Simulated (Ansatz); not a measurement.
This Be₃ZnSe₄ structure is the end of a relaxation. The cell was found from a structure generator's guess, not taken from experiment.

Method: Ansatz 0.2.0, DFT PBE, scalar-relativistic, plane waves, PAW. Cutoff 420 eV, Γ-centred mesh, Gaussian smearing, no spin polarisation.

```
Be Zn Se
1.0
    -2.66114    2.66114    5.29872
     2.66114   -2.66114    5.29872
     2.66114    2.66114   -5.29872
Be Zn Se
3 1 4
Direct
  0.75000 0.25000 0.50000
  0.25000 0.75000 0.50000
  0.50000 0.50000 0.00000
  0.00000 0.00000 0.00000
  0.39815 0.86496 0.00000
  0.86496 0.39815 0.00000
  0.60185 0.60185 0.46682
  0.13504 0.13504 0.53318
```

The zero of energy is the elements' standard structures at the same level; no fitted shifts are applied.

(1) What space group does it have?

(2) What is its formation energy per atom?

(3) Is it a metal?

## Answers

(1) I-42m (No. 121), with Be and Zn ordered on zinc blende sites. Conventional cell: a = 5.322 Å, c = 10.597 Å. Around Be on a site of symmetry -4 lie 4 Se at 2.27 Å; Be on a site of symmetry -42m has 4 Se at 2.24 Å; Zn has 4 Se at 2.44 Å; Se has 3 Be at 2.24–2.27 Å and 1 Zn at 2.44 Å.

(2) −0.758 eV/atom. A negative formation energy is needed for stability but isn't enough: competing phases decide.

(3) No, the gap on the 6×6×6 mesh is 2.74 eV.

The last run used a 6×6×6 mesh for its 8-atom cell and Gaussian smearing of 0.02 eV. Kohn–Sham gaps at this level usually fall short of measured ones. The reference form of Se is held partly by dispersion forces, which this level lacks. Symmetry constrained the relaxation, so the result can be a saddle point.
